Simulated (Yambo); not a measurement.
A G0W0@PBEsol run in Yambo for BaO$_{2}$ (space group I4/mmm, No. 139) under isotropic strain of +2 % on all lattice vectors (4×4×4 Γ-centred k mesh, 94 bands and a 8 Ry block in the screening, 94 bands in G with the Bruneval-Gonze terminator, plasmon pole fitted at 27.2 eV) gives these matrix elements, in eV, at the band edges (Z → Z):

| state | E0 | <Vxc> | <Σx> | <Σc(E0)> | Z |
|---|---|---|---|---|---|
| valence edge | 0.000 | -19.845 | -25.578 | 4.458 | 0.781 |
| conduction edge | 2.072 | -9.016 | -4.426 | -3.794 | 0.857 |

**Question.** Solve the linearised quasiparticle equation for both states, give the gap, and say how exchange and correlation each act on it.

**Answer.** E = E0 + Z(Σx + Σc − Vxc). Valence: 0.000 + 0.781 × (-25.578 + (4.458) − (-19.845)) = -1.00 eV. Conduction: 2.072 + 0.857 × (-4.426 + (-3.794) − (-9.016)) = 2.76 eV. The gap is 3.75 eV, against 2.07 eV in PBEsol. Replacing Vxc by bare exchange alone would open it by 10.32 eV; correlation takes back 8.25 eV of that, and Z scales what is left. Convergence of the G0W0 settings was not tested. 

Geometry strained from the cell relaxed with PBEsol, atoms relaxed again; primitive cell a = 4.387 Å, b = 4.387 Å, c = 4.387 Å, α = 128.00°, β = 128.00°, γ = 76.63°.
